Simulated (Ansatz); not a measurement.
Values for one crystal, relaxed and computed with LDA (plane waves, PAW; program Ansatz); other levels are named.

```yaml
volume_per_atom: 39.12 Å³
band_gap: 1.90 eV (direct)
Formation energy from the elements (no fitted shifts): -0.58 eV/atom
Elastic constants (relaxed ions, GPa): C11 = 30.7, C12 = 10.4, C13 = 11.8, C14 = -4.4, C33 = 23.0, C44 = 8.6
Bulk modulus (Birch–Murnaghan fit): 16.0 GPa
debye_temperature_from_the_elastic_constants: 108 K
hole_effective_mass: 0.51 mₑ (isotropic)
```

Problem. Which of these materials gives this?
A. PbI2, CdI2 type
B. GaN, P6_3mc (Ga on 2a, Ga on 2b, N on 2a, N on 2b)
C. NaF, rock salt
D. GaSe, R3m (Ga on 3a, Ga on 3a, Se on 3a, Se on 3a)

Solution. A, PbI2, CdI2 type

Space group P-3m1 (CdI2 type). Symmetry was held in the LDA relaxation. A crystal of weakly bound layers computed without a dispersion correction: the cell and the soft elastic constants depend strongly on that. The references are the lowest solids computed at this level, not always the standard phases. Spin–orbit coupling is left out wherever it is not named.

Potentials: the later of the program's two PAW sets.
